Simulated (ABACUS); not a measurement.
Worked example: self-consistent single point of SiNi (Pnma, 8 atoms in the cell; from Materials Project mp-351) in ABACUS.

Method: PBEsol, PseudoDojo 0.4 standard norm-conserving PBEsol (tails mended) pseudopotentials (plane waves; ABACUS 3.10.1).

```xyz
8
Lattice="5.1415 0.0000 0.0000 0.0000 3.3213 0.0000 0.0000 0.0000 5.5698" Properties=species:S:1:pos:R:3 pbc="T T T"
Si     4.2217     2.4910     3.2434
Si     0.9199     0.8303     2.3264
Si     3.4906     0.8303     0.4585
Si     1.6509     2.4910     5.1113
Ni     2.6116     0.8303     3.8349
Ni     2.5299     2.4910     1.7349
Ni     5.1007     2.4910     1.0500
Ni     0.0409     0.8303     4.5198
```

Reference input (self-consistent single point, DFT, PBEsol, plane waves, PseudoDojo 0.4 standard norm-conserving PBEsol (tails mended) pseudopotentials): KPT = Gamma 3 4 3 0 0 0; basis_type = pw; dft_functional = PBESOL; ecutwfc = 98 Ry; smearing_method = fd; smearing_sigma = 0.00367493 Ry; potentials = PseudoDojo 0.4 standard norm-conserving PBEsol (tails mended); symmetry = 1; ks_solver = dav_subspace; scf_nmax = 100; scf_thr = 1.0e-09 Ry; mixing_type = broyden. This run's input differs from it in these lines:

```diff
@@ -52,3 +52,3 @@
 Gamma
-3 4 3 0 0 0
+3 4 3 0.5 0.5 0.5
```

Output (repeated stretches shortened):

```
 SELF-CONSISTENT
 -------------------------------------------
                                 init_chg = atomic

 PW ALGORITHM --------------- ION=   1  ELEC=   1--------------------------------

 Notice: Threshold on eigenvalues was too large.

 Density error is 0.594435178276
                          Error Threshold = 0.000678819009586
 E_KohnSham     -1375.0832169765     -18708.9669750514
 E_Fermi        1.1083576465         15.0799794146

 PW ALGORITHM --------------- ION=   1  ELEC=   2--------------------------------

 Density error is 5.74792038674
                          Error Threshold = 0.000675494520769
   [... lines left out ...]

 Density error is 1.65137493112e-09
                          Error Threshold = 1.41213768277e-11
 E_KohnSham     -1375.4125765430     -18713.4481418454
 E_Fermi        1.1315175023         15.3950854180

 PW ALGORITHM --------------- ION=   1  ELEC=   9--------------------------------

 Density error is 5.0657146047e-12
                          Error Threshold = 1.87656242173e-12
 E_KohnSham     -1375.4125765431     -18713.4481418471
 E_KS(sigma->0) -1375.4117314234     -18713.4366434036
 E_entropy(-TS) -0.0016902394        -0.0229968870
 E_Fermi        1.1315188250         15.3951034142
 charge density convergence is achieved
 final etot is -18713.448142 eV
 EFERMI = 15.395103414 eV

 STATE ENERGY(eV) AND OCCUPATIONS    NSPIN == 1
   [... 51 lines left out ...]

 TOTAL-FORCE (eV/Angstrom)
                       Si1        -0.0095396325         0.0000000000         0.0358692600
                       Si2         0.0095396325         0.0000000000        -0.0358692600
                       Si3         0.0095396325         0.0000000000         0.0358692600
                       Si4        -0.0095396325         0.0000000000        -0.0358692600
                       Ni1         0.0322859110         0.0000000000        -0.0781834297
                       Ni2        -0.0322859110         0.0000000000         0.0781834297
                       Ni3        -0.0322859110         0.0000000000        -0.0781834297
   [... lines left out ...]

 TOTAL-STRESS (KBAR)
       -19.2864182567         0.0000000000         0.0000000000
        -0.0000000000        -9.0736574423         0.0000000000
         0.0000000000         0.0000000000        -8.0203581968
 TOTAL-PRESSURE: -12.126811 KBAR

 --------------------------------------------
 !FINAL_ETOT_IS -18713.4481418471114011 eV
 --------------------------------------------
```

The run converged in 9 iterations. Against the reference run the free energy drops by 21.2 meV/atom, the pressure goes from -0.92 to -1.21 GPa and the largest force goes from 0.107 to 0.085 eV/Å.

The run has no spin polarisation, so moments on Ni cannot form. A shifted mesh samples other points: it can miss Γ, where band edges often lie, and can lower the symmetry, which leaves small forces and shears. This run is one point of a test of settings, so its values need not be converged; read them against the reference run alone. The structure comes from a collection of computed structures, made at another level of theory; the collection holds predicted forms beside known ones. No clean gap shows at this smearing width and mesh (spacing up to 0.47 Å⁻¹); the mesh is coarse for partly filled bands, so the values carry mesh errors.

Cost on one core: very roughly 110 core-seconds.

“Tails mended”: in these copies of the files the far tail of each local potential was reset to the Coulomb form.
